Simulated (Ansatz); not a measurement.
**Structures of ScW: which is lowest?**

Plane-wave DFT in Ansatz with scalar-relativistic PAW potentials, cutoff 420 eV, Γ-centred meshes chosen by cell and gap, Gaussian smearing with energies taken to zero width. Every cell was relaxed (cell and atoms) in a run of its own, within the symmetry of its start. Functional: PBE.

Relaxed structures (starts from databases or built by putting these elements on another compound's sites):
A. P4/mmm, 2 atoms in the computed cell, a = 2.785 Å, c = 4.754 Å; sites (symmetry × multiplicity) Sc 4/mmm × 1, W 4/mmm × 1; start: built
B. Pm-3m, 2 atoms in the computed cell, a = 3.322 Å; sites (symmetry × multiplicity) Sc m-3m × 1, W m-3m × 1; start: built

Problem. Rank them by energy. Could pressure change the order?

Solution.
```csv
structure,group,E − E(lowest) (meV/atom),V (Å³/atom),gap on mesh (eV)
A,P4/mmm,0.0,18.43,0.00
B,Pm-3m,282,18.32,0.00
```

A is lowest, 282 meV/atom under B. The two lowest differ in volume by under 3 %, too little for a first-order estimate of what pressure does to that pair (other pairs aren't weighed here); with rigid cells even 3 % in favour of the higher one would need about 82 GPa. Other structures may lie lower than all of these, and vibrations aren't counted.

Spin-orbit coupling is left out, which matters for the bands of heavy elements.